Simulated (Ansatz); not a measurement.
# BaTaS₃, a database entry at a rescaled volume

```
CELL_PARAMETERS angstrom
6.83996 0.00000 0.00000
-3.41998 5.92358 0.00000
0.00000 0.00000 5.73894
ATOMIC_POSITIONS crystal
Ba 0.33330 0.66670 0.75000
Ba 0.66660 0.33330 0.25000
S 0.16860 0.33720 0.25000
S 0.83140 0.16860 0.75000
S 0.66280 0.83140 0.25000
S 0.83140 0.66280 0.75000
S 0.16860 0.83140 0.25000
S 0.33720 0.16860 0.75000
Ta 0.00000 0.00000 0.00000
Ta 0.00000 0.00000 0.50000
```

Single point in Ansatz 0.2.0 with LDA, spin-orbit coupling. Cutoff 420 eV, PAW datasets, 6×6×6 Γ-centred k mesh, fermi-dirac filling (width 0.1 eV).

The state carries no moments; the state need not be the lowest.

(1) What happens at the Fermi level?

(2) Give the Bader charges.

(3) Which atom feels the largest force, and which way?

(4) What does the stress say?

Origin: a database entry at a rescaled volume.

## Answers

(1) It is a metal, with about 2.8 states/eV a cell as the mean within 0.25 eV of the Fermi level, mostly Ta d (57 %) and S p (28 %).

(2) Bader charges in e: Ba +1.48, Ta +1.73, S -1.07. In the mean Ta gives up most and S takes most.

(3) The largest is on S4 (and as large on other atoms): 0.26 eV/Å, components (-0.22, 0.13, 0.00). It makes 144° with the line to a nearest neighbour, Ta9 at 2.46 Å, pointing away from it.

(4) The pressure is -2.9 GPa (compression positive), so with the atoms held at these fractions the cell would first shrink. The principal stresses -4.0, -2.3, -2.3 GPa differ, so its shape would change too.
